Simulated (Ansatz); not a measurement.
TiSi2: from a starting cell to a relaxed one

The start is a generated cell, TiSi2 built in the AFLOW prototype A2B_hP9_189_fg_bc (C22, as in Fe2P). The cell and all atomic positions are relaxed at zero pressure with PBEsol (plane waves to 420 eV, PAW, scalar-relativistic; Ansatz, a quantum-chemistry and plane-wave program). First-step values are on the input's coarse k-mesh.

Ansatz input (later rounds restart from its end on a renewed k-mesh):
Ansatz 0.2 input:
```yaml
crystal:
  lattice:
    - [6.3633395, 0, 0]
    - [-3.1816697, 5.5108137, 0]
    - [0, 0, 3.7214221]
  atoms:
    - { symbol: Si, position: [0.256, 0, 0] }
    - { symbol: Si, position: [0, 0.256, 0] }
    - { symbol: Si, position: [0.744, 0.744, 0] }
    - { symbol: Si, position: [0.589, 0, 0.5] }
    - { symbol: Si, position: [0, 0.589, 0.5] }
    - { symbol: Si, position: [0.411, 0.411, 0.5] }
    - { symbol: Ti, position: [0, 0, 0.5] }
    - { symbol: Ti, position: [0.33333333, 0.66666667, 0] }
    - { symbol: Ti, position: [0.66666667, 0.33333333, 0] }
basis: { ecutwfc: 420, ecutrho_ratio: 4, xc_grid: 2, fft_grid_basis: typed }
kpoints: { mp_grid: { grid: [4, 4, 6] } }
hamiltonian:
  xc: pbesol
  dispersion: none
  pseudopotentials: { azcp: { folder: ./paw }, kind: paw }
scf: { occupations: { method: fermi_dirac, width: 0.05 } }
relax: { f_tol: 0.01, max_steps: 100, cell: { stress_tol: 0.02 } }
output: { forces: true, stress: true }
```

- Largest initial force = about 0.5 eV/Å, on Si4, Si5, Si6 (atoms numbered as listed)
- Outcome = The space group stays P-62m (No. 189) (the run could not lower it); the end is AFLOW prototype A2B_hP9_189_fg_bc (C22, as in Fe2P), with 9 atoms in the primitive cell
- Energy released = 0.11 eV/atom
- Band gap at the end = no gap (metallic)
- Optimiser moves = 11

It ends as:

```cif
data_Si6Ti3
_chemical_formula_sum 'Si6 Ti3'
_space_group_name_H-M_alt 'P-62m'
_space_group_IT_number 189
_space_group_name_Hall 'P -6 -2'
_cell_length_a 6.76692
_cell_length_b 6.76692
_cell_length_c 3.48325
_cell_angle_alpha 90.000
_cell_angle_beta 90.000
_cell_angle_gamma 120.000
loop_
_atom_site_label
_atom_site_type_symbol
_atom_site_symmetry_multiplicity
_atom_site_Wyckoff_symbol
_atom_site_fract_x
_atom_site_fract_y
_atom_site_fract_z
_atom_site_occupancy
Si1 Si 3 f 0.00000 0.26395 0.00000 1
Si2 Si 3 g 0.37729 0.37729 0.50000 1
Ti1 Ti 1 b 0.00000 0.00000 0.50000 1
Ti2 Ti 2 c 0.33333 0.66667 0.00000 1
```

Final values are on a 8×8×13 k-mesh of the relaxed cell. No spin polarisation in the result. A magnetic state may lie lower.

The run could not lose the symmetry of its start: the end is stationary, and may be a saddle point rather than a minimum.

The relaxed structure here is a generated cell of TiSi2: the first start was made by placing the elements on the sites of a structure type, and the end was not matched to a known phase here, so it may be hypothetical. Known forms of TiSi2 include space group No. 63, 70.
